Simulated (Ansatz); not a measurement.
Density of states of a Li₂MgAl₂Cu₉Si₂ cell (elements on a hcp lattice, relaxed), per eV and atom, broadened by Gaussian smearing of width 0.1 eV and averaged over bins of 0.3 eV, from 8 eV under the Fermi level at most up to where the solved bands end.

All numbers below come from Ansatz 0.2.0, DFT PBE, scalar-relativistic, plane waves, PAW.

Cutoff 420 eV; k points 8×7×4 on the computed 16-atom cell (Γ-centred); Gaussian smearing, width 0.10 eV; no spin polarisation.

```
CELL_PARAMETERS angstrom
3.10013 -5.26106 -0.00546
2.07431 4.66680 0.03557
0.05489 0.04321 8.20826
ATOMIC_POSITIONS crystal
Li 0.92017 0.30799 0.63198
Li 0.10333 0.21092 0.90430
Mg 0.36695 0.26501 0.62505
Al 0.62544 0.74003 0.36087
Al 0.14459 0.79206 0.39177
Si 0.27151 0.65426 0.11697
Si 0.59889 0.75825 0.87999
Cu 0.38461 0.21407 0.14120
Cu 0.77086 0.12225 0.11551
Cu 0.44592 0.82023 0.61832
Cu 0.89030 0.71123 0.11736
Cu 0.86355 0.76254 0.63703
Cu 0.67162 0.27988 0.38381
Cu 0.65453 0.32028 0.87770
Cu 0.10390 0.26575 0.34602
Cu 0.17119 0.76668 0.85884
```

```
E − E_F (eV) total Cu 3d Cu 4s Si 3p Al 3p
       -7.90  0.167  0.013  0.046  0.019  0.022
       -7.60  0.133  0.013  0.035  0.015  0.017
       -7.30  0.119  0.011  0.035  0.018  0.017
       -7.00  0.168  0.018  0.048  0.029  0.025
       -6.70  0.174  0.024  0.049  0.037  0.025
       -6.40  0.196  0.035  0.051  0.044  0.024
       -6.10  0.264  0.057  0.068  0.058  0.036
       -5.80  0.308  0.088  0.068  0.061  0.041
       -5.50  0.326  0.115  0.064  0.065  0.038
       -5.20  0.398  0.176  0.064  0.070  0.045
       -4.90  0.638  0.375  0.077  0.084  0.052
       -4.60  0.922  0.679  0.067  0.085  0.048
       -4.30  1.550  1.305  0.065  0.072  0.063
       -4.00  2.212  2.008  0.056  0.043  0.046
       -3.70  2.813  2.620  0.045  0.040  0.047
       -3.40  2.697  2.533  0.036  0.035  0.041
       -3.10  2.673  2.539  0.031  0.029  0.031
       -2.80  2.609  2.470  0.033  0.029  0.030
       -2.50  1.745  1.602  0.035  0.031  0.028
       -2.20  0.867  0.672  0.047  0.049  0.045
       -1.90  0.510  0.304  0.045  0.060  0.047
       -1.60  0.422  0.193  0.045  0.067  0.051
       -1.30  0.383  0.139  0.052  0.066  0.052
       -1.00  0.363  0.105  0.055  0.061  0.055
       -0.70  0.305  0.073  0.047  0.054  0.048
       -0.40  0.262  0.053  0.040  0.046  0.042
       -0.10  0.250  0.044  0.039  0.040  0.042
        0.20  0.273  0.044  0.047  0.044  0.043
        0.50  0.275  0.039  0.047  0.040  0.042
        0.80  0.244  0.030  0.043  0.037  0.035
        1.10  0.270  0.030  0.055  0.038  0.033
        1.40  0.241  0.024  0.057  0.034  0.028
        1.70  0.311  0.027  0.072  0.045  0.035
        2.00  0.300  0.024  0.066  0.044  0.040
```

The columns after the total are the largest Löwdin projections on the valence shells of the potentials, so they needn't add up, and the weight of a shell that a potential lacks goes to other orbitals. The cell has no gap on the mesh.

Cost: 2 runs of about 23 core-minutes in all (earlier runs that led there not counted), on Arm Neoverse V2 (shared hosts).